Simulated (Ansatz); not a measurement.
Al (fcc (Cu type), Fm-3m) at seven volumes, DFT-PBEsol in the program Ansatz with PAW potentials, scaled uniformly. One row is withheld.

| V (Å³/atom) | P (GPa) |
|---|---|
| 14.713 | ? |
| 15.198 | 5.89 |
| 15.683 | 2.70 |
| 16.168 | 0.00 |
| 16.653 | -2.27 |
| 17.138 | -4.20 |
| 17.623 | -5.82 |

Task: Fit the shown pressures and predict the withheld one.

Result: Third-order Birch–Murnaghan: P = (3/2)B₀(x^(7/2) − x^(5/2))[1 + (3/4)(B′ − 4)(x − 1)] with x = (V₀/V)^(2/3). Least squares on the six rows gives V₀ = 16.169 Å³/atom, B₀ = 82.44 GPa, B′ = 4.63. At V = 14.713, x = 1.0649 and P = 9.69 GPa. The run itself gave 9.69 GPa.

Symmetry was held in the PBEsol relaxation.

Potentials: the earlier of the program's two PAW sets. The files were generated under PBE; for other functionals the program regenerates the frozen cores, and for LDA and PBEsol the local potential too.
